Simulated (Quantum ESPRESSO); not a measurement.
SiAsAlO6, finding a planted mistake in a log

A calculation, not a measurement. The program is pw.x of Quantum ESPRESSO 7.5 (plane-wave density functional theory). The cell is made up: 9 atoms on a quartz lattice, with randomly drawn elements, strain and displacements, not relaxed. PseudoDojo standard norm-conserving files (v0.5 for PBE, v0.4.1 for LDA and PBEsol) set the functional; there is no spin polarisation, spin-orbit coupling or dispersion term, and the masses in the input are unused placeholders.

Intended input:

```
&control calculation='scf', pseudo_dir='./dojo.nc.sr.pbe.v0_5.standard.upf', outdir='./o', disk_io='low', tprnfor=.true., tstress=.true. /
&system ibrav=0, nat=9, ntyp=4, nbnd=35, ecutwfc=84.00895049, nosym=.true., tot_charge=0,
 occupations='smearing', smearing='fd', degauss=0.0018374661
/
&electrons conv_thr=7.350e-09, electron_maxstep=60, /
ATOMIC_SPECIES
Al 1.0 Al.upf
As 1.0 As.upf
O 1.0 O.upf
Si 1.0 Si.upf
CELL_PARAMETERS angstrom
4.9874 0.0 0.0
-2.4937 4.3192 0.0
0.0 0.0 5.4742
ATOMIC_POSITIONS angstrom
Si 2.4122 0.0334 3.6474
As -1.2009 2.0093 1.7994
Al 1.3235 2.2793 0.0102
O 1.324 1.1724 4.3629
O 3.2927 0.6959 2.5215
O 2.761 2.5561 0.6354
O 0.393 1.899 1.1768
O -1.0245 3.1661 3.0021
O 0.7956 3.7347 4.8117
K_POINTS automatic
5 5 4 1 1 1
```

The log is shortened where brackets say so; the opening notice, blank lines, dates and the lines on written files are dropped, and the path of the files is cut. It prints rydbergs, bohrs and kilobars, and counts compression as positive stress. Where no state is partly filled, the Fermi energy that it prints is only some level between the filled and the empty states on the mesh, and need not lie in the true gap.

Log of the intended run:

```
     Program PWSCF v.7.5
     Parallel version (MPI & OpenMP), running on       4 processor cores
     Number of MPI processes:                 4
     Threads/MPI process:                     1
     [start-up lines left out]
     bravais-lattice index     =            0
     lattice parameter (alat)  =       9.4248  a.u.
     unit-cell volume          =     795.7832 (a.u.)^3
     number of atoms/cell      =            9
     number of atomic types    =            4
     number of electrons       =        58.00
     number of Kohn-Sham states=           35
     kinetic-energy cutoff     =      84.0090  Ry
     charge density cutoff     =     336.0358  Ry
     scf convergence threshold =      7.3E-09
     mixing beta               =       0.7000
     number of iterations used =            8  plain     mixing
     Exchange-correlation= PBE
                           (   1   4   3   4   0   0   0)
     [axes and pseudopotential details left out]
   Cartesian axes
     site n.     atom                  positions (alat units)
         1        Si     tau(   1) = (   0.4836588   0.0066969   0.7313229  )
         2        As     tau(   2) = (  -0.2407868   0.4028752   0.3607892  )
         3        Al     tau(   3) = (   0.2653687   0.4570117   0.0020452  )
         4        O      tau(   4) = (   0.2654690   0.2350724   0.8747845  )
         5        O      tau(   5) = (   0.6602037   0.1395316   0.5055740  )
         6        O      tau(   6) = (   0.5535951   0.5125115   0.1274011  )
         7        O      tau(   7) = (   0.0787986   0.3807595   0.2359546  )
         8        O      tau(   8) = (  -0.2054177   0.6348197   0.6019369  )
         9        O      tau(   9) = (   0.1595220   0.7488270   0.9647712  )
     number of k points=    50  Fermi-Dirac smearing, width (Ry)=  0.0018
                       cart. coord. in units 2pi/alat
        k(    1) = (   0.1000000   0.1732057   0.1138842), wk =   0.0400000
        k(    2) = (   0.1000000   0.1732057   0.3416527), wk =   0.0400000
     [further k points left out]
     Dense  grid:    82801 G-vectors     FFT dimensions: (  60,  60,  64)
     Estimated max dynamical RAM per process >     184.32 MB
     Estimated total dynamical RAM >     676.63 MB
     Initial potential from superposition of free atoms
     starting charge      57.9967, renormalised to      58.0000
     Starting wfcs are   41 randomized atomic wfcs
     total cpu time spent up to now is        3.3 secs
     per-process dynamical memory:   143.4 Mb
     Self-consistent Calculation
     iteration #  1     ecut=    84.01 Ry     beta= 0.70
     Davidson diagonalization with overlap
     ethr =  1.00E-02,  avg # of iterations =  3.0
     total cpu time spent up to now is        9.4 secs
     total energy              =    -422.69880729 Ry
     estimated scf accuracy    <       2.94671932 Ry
     iteration #  2     ecut=    84.01 Ry     beta= 0.70
     Davidson diagonalization with overlap
     ethr =  5.08E-03,  avg # of iterations =  2.1
     total cpu time spent up to now is       14.7 secs
     total energy              =    -423.45758423 Ry
     estimated scf accuracy    <       2.43435616 Ry
     [iterations 3 to 9 left out]
     iteration # 10     ecut=    84.01 Ry     beta= 0.70
     Davidson diagonalization with overlap
     ethr =  7.48E-10,  avg # of iterations =  2.0
     total cpu time spent up to now is       57.5 secs
     total energy              =    -423.96553573 Ry
     estimated scf accuracy    <       0.00000008 Ry
     iteration # 11     ecut=    84.01 Ry     beta= 0.70
     Davidson diagonalization with overlap
     ethr =  1.32E-10,  avg # of iterations =  2.1
     total cpu time spent up to now is       62.3 secs
     End of self-consistent calculation
     [lines on levels left out]
     the Fermi energy is     4.8087 ev
!    total energy              =    -423.96553575 Ry
     estimated scf accuracy    <          6.3E-09 Ry
     smearing contrib. (-TS)   =       0.00000000 Ry
     internal energy E=F+TS    =    -423.96553575 Ry
     The total energy is F=E-TS. E is the sum of the following terms:
     one-electron contribution =    -281.84941331 Ry
     hartree contribution      =     169.39965177 Ry
     xc contribution           =    -104.28284262 Ry
     ewald contribution        =    -207.23293159 Ry
     convergence has been achieved in  11 iterations
     Forces acting on atoms (cartesian axes, Ry/au):
     atom    1 type  4   force =    -0.14718783    0.02832844    0.18589601
     atom    2 type  2   force =     0.15745161    0.16647104   -0.11325192
     atom    3 type  1   force =    -0.00593632    0.13110625   -0.17050441
     atom    4 type  3   force =     0.08754532   -0.23114932   -0.23176838
     atom    5 type  3   force =    -0.00070479   -0.12956712   -0.00220837
     atom    6 type  3   force =     0.19166530    0.04376823    0.07730674
     atom    7 type  3   force =    -0.25016299   -0.09985163    0.27067942
     atom    8 type  3   force =    -0.02457159    0.02452175    0.01677231
     atom    9 type  3   force =    -0.00809872    0.06637235   -0.03292140
     Total force =     0.705508     Total SCF correction =     0.000134
     Computing stress (Cartesian axis) and pressure
          total   stress  (Ry/bohr**3)                   (kbar)     P=      218.71
   0.00124182   0.00063997  -0.00019952          182.68       94.14      -29.35
   0.00063997   0.00137735  -0.00034243           94.14      202.62      -50.37
  -0.00019952  -0.00034243   0.00184111          -29.35      -50.37      270.84
     init_run     :      3.13s CPU      3.25s WALL (       1 calls)
     electrons    :     58.77s CPU     59.04s WALL (       1 calls)
     forces       :      1.02s CPU      1.04s WALL (       1 calls)
     stress       :      3.34s CPU      3.34s WALL (       1 calls)
     [timing details left out]
     PWSCF        :   1m 6.36s CPU   1m 6.82s WALL
     JOB DONE.
```

A second run was made from an input with one planted mistake. Its log:

```
     Program PWSCF v.7.5
     Parallel version (MPI & OpenMP), running on       4 processor cores
     Number of MPI processes:                 4
     Threads/MPI process:                     1
     [start-up lines left out]
     bravais-lattice index     =            0
     lattice parameter (alat)  =       9.4248  a.u.
     unit-cell volume          =     795.7832 (a.u.)^3
     number of atoms/cell      =            9
     number of atomic types    =            4
     number of electrons       =        57.00
     number of Kohn-Sham states=           35
     kinetic-energy cutoff     =      84.0090  Ry
     charge density cutoff     =     336.0358  Ry
     scf convergence threshold =      7.3E-09
     mixing beta               =       0.7000
     number of iterations used =            8  plain     mixing
     Exchange-correlation= PBE
                           (   1   4   3   4   0   0   0)
     [axes and pseudopotential details left out]
   Cartesian axes
     site n.     atom                  positions (alat units)
         1        Si     tau(   1) = (   0.4836588   0.0066969   0.7313229  )
         2        As     tau(   2) = (  -0.2407868   0.4028752   0.3607892  )
         3        Al     tau(   3) = (   0.2653687   0.4570117   0.0020452  )
         4        O      tau(   4) = (   0.2654690   0.2350724   0.8747845  )
         5        O      tau(   5) = (   0.6602037   0.1395316   0.5055740  )
         6        O      tau(   6) = (   0.5535951   0.5125115   0.1274011  )
         7        O      tau(   7) = (   0.0787986   0.3807595   0.2359546  )
         8        O      tau(   8) = (  -0.2054177   0.6348197   0.6019369  )
         9        O      tau(   9) = (   0.1595220   0.7488270   0.9647712  )
     number of k points=    50  Fermi-Dirac smearing, width (Ry)=  0.0018
                       cart. coord. in units 2pi/alat
        k(    1) = (   0.1000000   0.1732057   0.1138842), wk =   0.0400000
        k(    2) = (   0.1000000   0.1732057   0.3416527), wk =   0.0400000
     [further k points left out]
     Dense  grid:    82801 G-vectors     FFT dimensions: (  60,  60,  64)
     Estimated max dynamical RAM per process >     184.32 MB
     Estimated total dynamical RAM >     676.63 MB
     Initial potential from superposition of free atoms
     starting charge      57.9967, renormalised to      57.0000
     Starting wfcs are   41 randomized atomic wfcs
     total cpu time spent up to now is        2.9 secs
     per-process dynamical memory:   140.6 Mb
     Self-consistent Calculation
     iteration #  1     ecut=    84.01 Ry     beta= 0.70
     Davidson diagonalization with overlap
     ethr =  1.00E-02,  avg # of iterations =  3.0
     total cpu time spent up to now is        8.0 secs
     total energy              =    -423.01749699 Ry
     estimated scf accuracy    <       2.88760275 Ry
     iteration #  2     ecut=    84.01 Ry     beta= 0.70
     Davidson diagonalization with overlap
     ethr =  5.07E-03,  avg # of iterations =  2.0
     total cpu time spent up to now is       12.6 secs
     total energy              =    -423.66594218 Ry
     estimated scf accuracy    <       2.25116070 Ry
     [iterations 3 to 12 left out]
     iteration # 13     ecut=    84.01 Ry     beta= 0.70
     Davidson diagonalization with overlap
     ethr =  7.57E-09,  avg # of iterations =  1.0
     total cpu time spent up to now is       54.6 secs
     total energy              =    -424.19427730 Ry
     estimated scf accuracy    <       0.00000004 Ry
     iteration # 14     ecut=    84.01 Ry     beta= 0.70
     Davidson diagonalization with overlap
     ethr =  7.35E-11,  avg # of iterations =  3.6
     total cpu time spent up to now is       59.4 secs
     End of self-consistent calculation
     [lines on levels left out]
     the Fermi energy is     2.5956 ev
!    total energy              =    -424.19427732 Ry
     estimated scf accuracy    <          5.2E-09 Ry
     smearing contrib. (-TS)   =      -0.00128379 Ry
     internal energy E=F+TS    =    -424.19299352 Ry
     The total energy is F=E-TS. E is the sum of the following terms:
     one-electron contribution =    -281.95303149 Ry
     hartree contribution      =     168.31235400 Ry
     xc contribution           =    -103.31938444 Ry
     ewald contribution        =    -207.23293159 Ry
     convergence has been achieved in  14 iterations
     Forces acting on atoms (cartesian axes, Ry/au):
     atom    1 type  4   force =    -0.13781552    0.01218911    0.08135971
     atom    2 type  2   force =     0.13218614    0.16172694   -0.09956028
     atom    3 type  1   force =     0.01272084    0.14544305   -0.10987072
     atom    4 type  3   force =     0.07034576   -0.22497358   -0.21845922
     atom    5 type  3   force =    -0.01051313   -0.13329149    0.01722465
     atom    6 type  3   force =     0.18538481    0.04300373    0.06437311
     atom    7 type  3   force =    -0.23361698   -0.09966778    0.25464641
     atom    8 type  3   force =    -0.01233282    0.03476520    0.03079555
     atom    9 type  3   force =    -0.00635910    0.06080482   -0.02050922
     Total force =     0.640572     Total SCF correction =     0.000172
     Computing stress (Cartesian axis) and pressure
          total   stress  (Ry/bohr**3)                   (kbar)     P=       89.36
   0.00034337   0.00055829  -0.00019234           50.51       82.13      -28.29
   0.00055829   0.00046604  -0.00031931           82.13       68.56      -46.97
  -0.00019234  -0.00031931   0.00101294          -28.29      -46.97      149.01
     init_run     :      2.74s CPU      2.88s WALL (       1 calls)
     electrons    :     56.28s CPU     56.52s WALL (       1 calls)
     forces       :      0.87s CPU      0.88s WALL (       1 calls)
     stress       :      2.83s CPU      2.84s WALL (       1 calls)
     [timing details left out]
     PWSCF        :   1m 2.83s CPU   1m 3.24s WALL
     JOB DONE.
```

Question: what was wrong in the second input?

Answer: the cell has the wrong charge. The input lines that differ, file-writing options aside:

```
- &system ibrav=0, nat=9, ntyp=4, nbnd=35, ecutwfc=84.00895049, nosym=.true., tot_charge=0,
+ &system ibrav=0, nat=9, ntyp=4, nbnd=35, ecutwfc=84.00895049, nosym=.true., tot_charge=1,
```

|  | intended run | run with the mistake |
| --- | --- | --- |
| free energy (eV) | -5768.345 | -5771.457 |
| smearing term -TS (eV) | 0.0000 | -0.0175 |
| pressure (GPa) | 21.87 | 8.94 |
| largest force component (eV/Å) | 6.959 | 6.547 |
| largest change of a force component (eV/Å) |  | 2.688 |
| iterations | 11 | 14 |

For scale, a rerun of the intended cell at 1437 eV and a 7 x 7 x 6 mesh moved values by no more than 0.004 eV in energy, 0.02 GPa in stress and 0.002 eV/Å in force. The charged cell sits in a uniform background, so its energy and stress rest on the program's zero of potential.